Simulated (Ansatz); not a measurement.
## From the elastic tensor of AlRu at 7 GPa (stress–strain coefficients) to moduli and sound speeds

These are results of Ansatz 0.2.0, DFT LDA, scalar-relativistic, plane waves, PAW, not measurements. Plane waves to 420 eV; Γ-centred k mesh 14×14×14; Fermi-Dirac smearing of 0.15 eV. No spin polarisation.

Symmetry: Pm-3m, No. 221, cubic system. Conventional cell: a = 2.928 Å, b = 2.928 Å, c = 2.928 Å, α = 90.00°, β = 90.00°, γ = 90.00°. Al (site symmetry m-3m) has 8 Ru at 2.54 Å as nearest neighbours. Ru (site symmetry m-3m) is surrounded by 8 Al at 2.54 Å.

In a metal, frequencies and elastic constants depend on the k mesh and the smearing, soft modes and shear constants most. Other phases may be more stable at this pressure.

Relaxed-ion constants (GPa, on the Cartesian axes of the calculation):
C11 = 396.1, C12 = 191.9, C13 = 191.9, C22 = 396.1, C23 = 191.9, C33 = 396.1, C44 = 151.9, C55 = 151.9, C66 = 151.9 GPa; the others vanish.

Density 8.474 g/cm³; 2 atoms in 25.09 Å³.

The values that follow are for a polycrystal of randomly turned grains, by Hill's mean where one number stands.

```json
{
 "Bulk modulus, Voigt / Reuss / Hill": "260.0 / 260.0 / 260.0 GPa",
 "Shear modulus, Voigt / Reuss / Hill": "132.0 / 127.1 / 129.6 GPa",
 "Young's modulus": "333 GPa",
 "Poisson ratio": "0.286",
 "Pugh ratio B/G": "2.01",
 "Universal anisotropy index": "0.19",
 "Longitudinal and transverse sound speeds": "7146 and 3910 m/s",
 "Debye temperature from the mean sound speed": "559 K"
}
```

Cost: 1 run of about 2 core-minutes, on Intel Xeon Processor @ 2.50GHz (Skylake/Cascade Lake) (shared hosts).